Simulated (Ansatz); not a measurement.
This Hf4N structure is the end of a relaxation. The cell was found from a structure generator's guess, not taken from experiment.

The calculation used DFT PBE, scalar-relativistic, plane waves, PAW in Ansatz. Cutoff 420 eV, Γ-centred mesh, Gaussian smearing, no spin polarisation.

```yaml
crystal:
  lattice:
    - [-2.24674, 2.24674, 4.59963]
    - [2.24674, -2.24674, 4.59963]
    - [2.24674, 2.24674, -4.59963]
  atoms:
    - { symbol: Hf, position: [0.00000, 0.50000, 0.50000] }
    - { symbol: Hf, position: [0.50000, 0.00000, 0.50000] }
    - { symbol: Hf, position: [0.24132, 0.24132, 0.00000] }
    - { symbol: Hf, position: [0.75869, 0.75869, 0.00000] }
    - { symbol: N, position: [0.00000, 0.00000, 0.00000] }
```

Energies over the elements count from the elements' standard structures at the same level (N₂ as a molecule), with no fitted energy shifts.

Question: What space group does it have?

Answer: I4/mmm (No. 139). Conventional cell: a = 4.493 Å, c = 9.199 Å. Hf on a site of symmetry mmm has 2 N at 2.25 Å and 12 Hf at 3.16–3.27 Å; around Hf on a site of symmetry 4mm lie 1 N at 2.22 Å and 12 Hf at 3.16–3.27 Å; around N lie 6 Hf at 2.22–2.25 Å.

Question: What is its formation energy per atom?

Answer: −0.70 eV/atom. Whether it is stable depends on the other phases of the system, which aren't compared here.

Question: Is it a metal?

Answer: Yes, bands cross the Fermi level on the 12×12×12 mesh.

The last run used a 12×12×12 mesh for its 5-atom cell and Gaussian smearing of 0.10 eV. These runs have no spin–orbit coupling, which can matter for Hf. The cell is a metal run without spin; a magnetic state may lie lower. Symmetry constrained the relaxation, so the result can be a saddle point.
